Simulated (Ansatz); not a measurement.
Ta (bcc, W type)

```
CELL_PARAMETERS angstrom
     -1.65242     1.65242     1.65242
      1.65242    -1.65242     1.65242
      1.65242     1.65242    -1.65242
ATOMIC_POSITIONS crystal
  Ta 0.00000 0.00000 0.00000
```

The volume is varied about the relaxed value V₀ at fixed cell shape. Symmetry pins the atoms to their sites.

Level of theory: r2SCAN (plane waves to 500 eV, PAW, scalar-relativistic; Ansatz, an electronic-structure program). k mesh 21×21×21 (Γ-centred), Fermi-Dirac smearing 0.05 eV. The energy includes the smearing's −TS. Compression counts positive. Spin-orbit coupling is left out, though Ta is heavy. Ta is run without spin polarisation. Ta was relaxed with its symmetry unable to fall. The zero of ΔE is the relaxed starting cell. The last digit holds for this mesh only.

| V (Å³/atom) | ΔE (meV/atom) |
|---|---|
| 16.243 | withheld |
| 16.694 | 72.0 |
| 17.145 | 30.8 |
| 17.596 | 7.5 |
| 18.048 | 0.0 |
| 18.499 | 6.5 |
| 18.950 | 25.7 |
| 19.401 | 56.0 |
| 19.852 | 96.5 |

Question: Fit a third-order Birch-Murnaghan form (E₀, V₀, B₀, B₀′ free) to the given rows and predict ΔE at V = 16.243.

Answer: Least squares on the 8 given rows: ΔE = E₀ + (9V₀B₀/16)·y²·[2 + (B₀′ − 4)y], y = (V₀/V)^(2/3) − 1, with V₀ = 18.054 Å³/atom, B₀ = 199.9 GPa (160.2 GPa = 1 eV/Å³; the term in eV is multiplied by 1000), B₀′ = 3.57, E₀ = -0.06 meV/atom; root-mean-square residual 0.06 meV/atom. At 16.243 the fit gives 132.9 meV/atom; the calculation gives 133.5 meV/atom, so the extrapolation is off by -0.6 (-0.4 %). For the pressure the fit gives 25.5 GPa against the computed 25.7 GPa.

(A scan under strain: stresses follow from slopes of the energy per volume, elastic moduli from its curvatures.)
